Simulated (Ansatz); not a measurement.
## Bi2Se3: a ladder of calculations

Cell of run 1: a COD entry.

```yaml
crystal:
  lattice:
    - [2.07150, 1.19598, 9.54533]
    - [-2.07150, 1.19598, 9.54533]
    - [0.00000, -2.39196, 9.54533]
  atoms:
    - { symbol: Bi, position: [0.40080, 0.40080, 0.40080] }
    - { symbol: Bi, position: [0.59920, 0.59920, 0.59920] }
    - { symbol: Se, position: [0.00000, 0.00000, 0.00000] }
    - { symbol: Se, position: [0.21170, 0.21170, 0.21170] }
    - { symbol: Se, position: [0.78830, 0.78830, 0.78830] }
```

Sites (sets of like atoms) are named by element and the number of their first atom in this list.

Relaxed positions (PBE, cell held):

```
CELL_PARAMETERS angstrom
2.07150 1.19598 9.54533
-2.07150 1.19598 9.54533
0.00000 -2.39196 9.54533
ATOMIC_POSITIONS crystal
Bi 0.40061 0.40061 0.40061
Bi 0.59939 0.59939 0.59939
Se 0.00000 0.00000 0.00000
Se 0.21115 0.21115 0.21115
Se 0.78885 0.78885 0.78885
```

All runs are DFT with Ansatz 0.2.0 (plane waves and PAW, scalar-relativistic unless spin–orbit coupling is named, Γ-centred meshes, Fermi–Dirac smearing where given) in this cell.

Run 1: PBE, atoms as given; 420 eV, 9×9×9 k-points, smearing 0.02 eV.
Run 2: PBE, atoms relaxed; 420 eV, 9×9×9 k-points, smearing 0.02 eV.
Run 3: r2SCAN, at the relaxed atoms; 500 eV, 9×9×9 k-points, smearing 0.02 eV.
Run 4: PBE with spin–orbit coupling, at the relaxed atoms; 420 eV, 9×9×9 k-points, smearing 0.02 eV.
Run 5: LDA, at the relaxed atoms; 420 eV, 9×9×9 k-points, smearing 0.02 eV.

```json
{"run": "1", "Bi V_zz (η)": "0.76 (0.00)", "Se3 V_zz (η)": "7.50 (0.00)", "Se4 V_zz (η)": "-2.18 (0.00)"}
{"run": "2", "Bi V_zz (η)": "?", "Se3 V_zz (η)": "?", "Se4 V_zz (η)": "?"}
{"run": "3", "Bi V_zz (η)": "1.31 (0.00)", "Se3 V_zz (η)": "7.32 (0.00)", "Se4 V_zz (η)": "-2.02 (0.00)"}
{"run": "4", "Bi V_zz (η)": "-0.21 (0.00)", "Se3 V_zz (η)": "7.91 (0.00)", "Se4 V_zz (η)": "0.13 (0.00)"}
{"run": "5", "Bi V_zz (η)": "0.62 (0.00)", "Se3 V_zz (η)": "7.24 (0.00)", "Se4 V_zz (η)": "-1.13 (0.00)"}
```

V_zz in 10²¹ V/m².

(1) Estimate the row of run 2.

## Answers

(1) Bi: 0.67 (0.00); Se3: 7.30 (0.00); Se4: -1.25 (0.00). It lies nearest to run 5, from whose tensors on these sites it differs by 0.12 at most (largest principal value of the difference, on Se4). Taken one at a time, spin–orbit coupling moves the tensors on these sites by up to 1.38 (largest principal value of the change, on Se4), the positions of the atoms (as given or relaxed) by 0.92 (Se4), the functional (between the two that differ most) by 0.89 (Se4). Without a gap such differences can lie within the error of the k-mesh, so this order isn't firm.

Semilocal functionals make gaps too small and can close them, so the real compound need not be a metal. In runs 1, 2, 3, 4 the gap is small for the k-mesh or the smearing, and small gradients can still move by 0.1 × 10²¹ V/m² or more. In run 5 there is no gap above 0.1 eV, so the gradients can move by 10 % or more with the k-mesh. Run 1: The values hang on the deposited positions: relaxing the atoms moves V_zz on Se4 from -2.18 to -1.25.
